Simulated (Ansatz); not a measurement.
# Relaxing a structure of TiO₂

The start is a generated trial cell of TiO2 in the rutile structure type. Cell shape, volume and atoms are optimised at zero target pressure with PBEsol (plane waves to 420 eV, PAW, scalar-relativistic; Ansatz, a quantum-chemistry and plane-wave program). First-step values are on the input's coarse k-mesh.

Ansatz input (later rounds restart from its end on a renewed k-mesh):
Ansatz 0.2 input:
```yaml
crystal:
  lattice:
    - [4.5922, 0, 0]
    - [0, 4.5922, 0]
    - [0, 0, 2.9574]
  atoms:
    - { symbol: Ti, position: [0, 0, 0] }
    - { symbol: Ti, position: [0.5, 0.5, 0.5] }
    - { symbol: O, position: [0.30496, 0.30496, 0] }
    - { symbol: O, position: [0.80496, 0.19504, 0.5] }
    - { symbol: O, position: [0.19504, 0.80496, 0.5] }
    - { symbol: O, position: [0.69504, 0.69504, 0] }
basis: { ecutwfc: 420, ecutrho_ratio: 4, xc_grid: 2, fft_grid_basis: typed }
kpoints: { mp_grid: { grid: [5, 5, 8] } }
hamiltonian:
  xc: pbesol
  dispersion: none
  pseudopotentials: { azcp: { folder: ./paw }, kind: paw }
scf: { occupations: { method: fermi_dirac, width: 0.05 } }
relax: { f_tol: 0.01, max_steps: 100, cell: { stress_tol: 0.02 } }
output: { forces: true, stress: true }
```

### Question
What is the largest force in the starting geometry, and on which atom (counted from 1)?

### Answer
0.03 eV/Å, on O3, O4, O5, O6 (atoms numbered as listed).

### Question
How much energy is released per atom?

### Answer
1 meV/atom.

### Question
How does the volume change?

### Answer
-0.6 %, from 10.39 to 10.33 Å³/atom.

### Question
How do the shortest distances between atoms change?

### Answer
The closest pairs of elements (up to four, under 3.6 Å), start → end: O–Ti 1.95 → 1.94 Å; O–O 2.53 → 2.54 Å; Ti–Ti 2.96 → 2.94 Å.

### Question
Is the relaxed structure metallic? Give its gap.

### Answer
1.87 eV, direct at Γ (no spin-orbit coupling).

### Question
What does it relax into? Give the structure.

### Answer

Space group P4₂/mnm (No. 136); a = 4.592 Å, b = 4.592 Å, c = 2.939 Å, α = 90.00°, β = 90.00°, γ = 90.00°

| atom | site | symmetry | x | y | z |
|---|---|---|---|---|---|
| Ti | 2a | m.mm | 0.0000 | 0.0000 | 0.0000 |
| O | 4f | m.2m | 0.3044 | 0.3044 | 0.0000 |

The space group stays P4₂/mnm (No. 136) (the run could not lower it); the end is rutile type, with 6 atoms in the primitive cell. Final values are on a 7×7×11 k-mesh of the relaxed cell. No spin polarisation in the result.

The run could not lose the symmetry of its start; a randomly shaken copy of 6 atoms returns to this structure.
